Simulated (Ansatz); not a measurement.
## Property card for CsCaH₃

CsCaH3:
```yaml
crystal:
  lattice:
    - [4.60313, 0.00000, 0.00000]
    - [0.00000, 4.60313, 0.00000]
    - [0.00000, 0.00000, 4.60313]
  atoms:
    - { symbol: Cs, position: [0.00000, 0.00000, 0.00000] }
    - { symbol: Ca, position: [0.50000, 0.50000, 0.50000] }
    - { symbol: H, position: [0.50000, 0.00000, 0.50000] }
    - { symbol: H, position: [0.00000, 0.50000, 0.50000] }
    - { symbol: H, position: [0.50000, 0.50000, 0.00000] }
```

Space group Pm-3m (No. 221), cubic perovskite; conventional cell a = b = c = 4.603 Å, α = β = γ = 90.00°.

Method: DFT-r²SCAN in the program Ansatz with PAW potentials. The cell and atoms are relaxed at this level. Other levels are named where they apply.

### Cell and energy

```
Item                                                          Result
-----------------------------------------------------  -------------
Volume per atom                                             19.51 Å³
Density                                                   3.00 g/cm³
Formation energy from the elements (no fitted shifts)  -0.51 eV/atom
```

### Electronic structure

```
Quantity                                                                          Value
------------------------------------------------  -------------------------------------
Band gap                                                               3.64 eV (direct)
Valence-band maximum                                                               at M
Conduction-band minimum                                     at M (3 equivalent valleys)
Electron effective mass                                             0.47 mₑ (isotropic)
Electron effective mass with spin–orbit coupling                    0.47 mₑ (isotropic)
Hole effective mass with spin–orbit coupling      0.83, 0.83, 1.0 mₑ (principal values)
HSE06 gap on the r²SCAN cell                                                    4.30 eV
Gap with spin–orbit coupling                                                    3.60 eV
```

### Mechanics

```
Quantity                               Value
----------------------------------  --------
Bulk modulus (Birch–Murnaghan fit)  24.8 GPa
Pressure derivative B′                   3.7
```

### Charges

```
Item                                   Value
-------------  -----------------------------
Bader charges  Cs +0.75, Ca +1.52, H -0.76 e
```

The workflow started from a Materials Project entry (that database holds measured and hypothetical structures alike); the Crystallography Open Database copy checked does not list it. Its standing as an ambient phase is unchecked. The cell was relaxed with r²SCAN under the symmetry of its start; its stability against distortions is not shown here. The references are the lowest solids computed at this level, not always the standard phases (solids in place of the gases). Spin–orbit coupling is left out wherever it is not named.

Potentials: the later of the program's two PAW sets.
